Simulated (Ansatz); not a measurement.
Relaxed-ion elastic tensor of TaP in space group P-6m2 (No. 187; Ta on 1e, P on 1b) in GPa (Voigt order), PBEsol in the plane-wave PAW code Ansatz; density 11.37 g/cm³, 15.47 Å³ per atom.

```
 310   124   169   0.0   0.0   0.0
 124   310   169   0.0   0.0   0.0
 169   169   446   0.0   0.0   0.0
 0.0   0.0   0.0   215   0.0   0.0
 0.0   0.0   0.0   0.0   215   0.0
 0.0   0.0   0.0   0.0   0.0  93.2
```

Problem. Is the crystal mechanically stable?

Solution. Yes: the smallest eigenvalue of C is 93.2 GPa.

Problem. Work out the Voigt, Reuss and Hill averages.

Solution. K_V = 221, K_R = 210, K_H = 215; G_V = 145, G_R = 123, G_H = 134 GPa.

Problem. Give Young's modulus, Poisson's ratio, Pugh's ratio and the universal anisotropy index.

Solution. E = 9KG/(3K + G) = 333 GPa; ν = 0.24; K/G = 1.61 (brittle by the Pugh limit of 1.75); A_U = 5G_V/G_R + K_V/K_R − 6 = 0.92.

Problem. Estimate the sound speeds and the Debye temperature.

Solution. v_l = √((K + 4G/3)/ρ) = 5890 m/s, v_t = √(G/ρ) = 3430 m/s, mean 3810 m/s; Θ = (h/k)(3n/4πV)^(1/3) v_m = 455 K.

Problem. Solve the Christoffel equation for the three sound speeds along x, y, z.

Solution. Eigenvalues of C_ijkl n_j n_l equal ρv². In km/s, slowest first: x 2.86, 4.35, 5.22; y 2.86, 4.35, 5.22; z 4.35, 4.35, 6.26.

Problem. How much does each axis shrink under pressure?

Solution. Linear compressibilities β_i = Σ_j S_ij (j = 1 to 3): x 2.0, y 2.0, z 0.70 per TPa.

The first step of the workflow began from a Materials Project structure, measured or hypothetical; the Crystallography Open Database copy checked does not list it. COD files the formula under space group No. 141, so this cell is another polymorph or a model. Whether it is the stable phase at ambient conditions was not checked. The cell was relaxed with PBEsol under the symmetry of its start; of distortions, only those at the zone centre were tested. No spin polarisation was allowed. As this level gives no gap, shear constants depend on the k-mesh and smearing (Fermi–Dirac, 0.1 eV here). Spin–orbit coupling is left out wherever it is not named.

Potentials: the later of the program's two PAW sets.
